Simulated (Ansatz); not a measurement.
All numbers below come from DFT PBE, scalar-relativistic, plane waves, PAW, and for the lanthanide a 4f-in-core norm-conserving potential (Ansatz). All cells share a 690 eV cutoff and Γ-centred k meshes spaced about 0.3 Å⁻¹ or finer (0.25 for metals, 2π included). No spin polarisation.

These are static total energies at zero pressure.

Two relaxed structures of Tm2MgC2:

1.

Space group Immm (No. 71). a = 3.346 Å, b = 5.101 Å, c = 9.809 Å, α = 90.00°, β = 90.00°, γ = 90.00°
| atom | site | symmetry | x | y | z |
| --- | --- | --- | --- | --- | --- |
| Tm | 4j | mm2 | 0.5000 | 0.0000 | 0.6746 |
| Mg | 2a | mmm | 0.0000 | 0.0000 | 0.0000 |
| C | 4h | m2m | 0.5000 | 0.3603 | 0.0000 |

2.

Space group I4/mmm (No. 139). a = 3.526 Å, b = 3.526 Å, c = 13.746 Å, α = 90.00°, β = 90.00°, γ = 90.00°
```
atom  site  symmetry       x       y       z
  Tm    4e       4mm  0.5000  0.5000  0.1660
  Mg    2a     4/mmm  0.0000  0.0000  0.0000
   C    4e       4mm  0.5000  0.5000  0.3421
```

Question: Which would you expect to be lower, and how large is the difference?

Answer: Cell 2 is lower, by 189 meV/atom. Cell 1 has space group Immm (No. 71), 16.7 Å³/atom and no gap on its mesh; cell 2 has space group I4/mmm (No. 139), 17.1 Å³/atom and no gap. Counting C atoms around Mg and Tm (those within 1.25 times the shortest such distance or 1.15 times the sum of covalent radii, 1.27 where that leaves under three), cell 1 has Tm 4, Mg 4 and cell 2 has Tm 5, Mg 2. Cell 1 holds C–C pairs (shortest 1.42 Å); in cell 2 the shortest C–C distance is 3.53 Å. Both come from trial cells of a structure search.

With atoms moved at random, cell 2 came back. Cell 1 had no clear such test and can be a saddle point.

The lanthanide is trivalent by construction, without f bands, f moments or other valences.
